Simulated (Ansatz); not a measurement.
The cell below belongs to a search over invented structures; it isn't taken from experiment.

Input and command of a plane-wave DFT calculation in Ansatz:

```yaml
crystal:
  lattice:
    - [3.7764901444, -0.0062206912, -0.0579540608]
    - [-1.8936323487, 3.2428473547, -0.0146939858]
    - [-0.3735247088, -0.3250110525, 23.6662567264]
  atoms:
    - { symbol: Sc, position: [1.0049678315, 0.9999244753, 0.3795412006] }
    - { symbol: Sc, position: [1.0125299726, 1.0078846104, 0.8816271393] }
    - { symbol: Sc, position: [0.0103172516, -0.0121465084, 0.1198239624] }
    - { symbol: Sc, position: [-0.0045611274, -0.0184669247, 0.6218734409] }
    - { symbol: Sc, position: [0.9810646759, -0.0196739404, 0.2490062528] }
    - { symbol: Sc, position: [-0.003665713, -0.0068912447, 0.7508082819] }
    - { symbol: Sb, position: [0.0028461106, 0.0208296893, 0.0047144833] }
    - { symbol: Sb, position: [0.9975215246, 0.0278560857, 0.4989301594] }
    - { symbol: P, position: [0.3492165715, 0.6616995659, 0.3163291822] }
    - { symbol: P, position: [0.3430631384, 0.6833354142, 0.8183650768] }
    - { symbol: P, position: [0.6667950822, 0.340634135, 0.1796040118] }
    - { symbol: P, position: [0.6399046817, 0.3150146425, 0.6793768086] }
basis:
  ecutwfc: 420
kpoints:
  mp_grid: { grid: [6, 6, 1] }
hamiltonian:
  xc: pbe
scf:
  occupations: { method: gaussian, width: 0.2 }
  lower_state_search: "off"
output:
  forces: true
  stress: true
  eigenvalues: true
relax:
  adjacent_minimum: "off"
  f_tol: 0.025
  max_steps: 60
  cell: { stress_tol: 0.25 }
```

```bash
ansatz run input.yaml --threads 1 --pin off --max-ram 2560MiB --backend cpu --events-out ev --progress --plain --runs-dir out
```

Processor: Intel(R) Xeon(R) Processor @ 2.70GHz, 1 thread, on a host shared with other jobs.

Task: Estimate time, memory and problem size.

Result: About 9.4 min, peak memory 0.7 GiB. It solves 70 bands at 20 k points (after reduction by symmetry) with about 5001 plane waves (on the last cell), in 95 SCF iterations over 13 ionic steps.
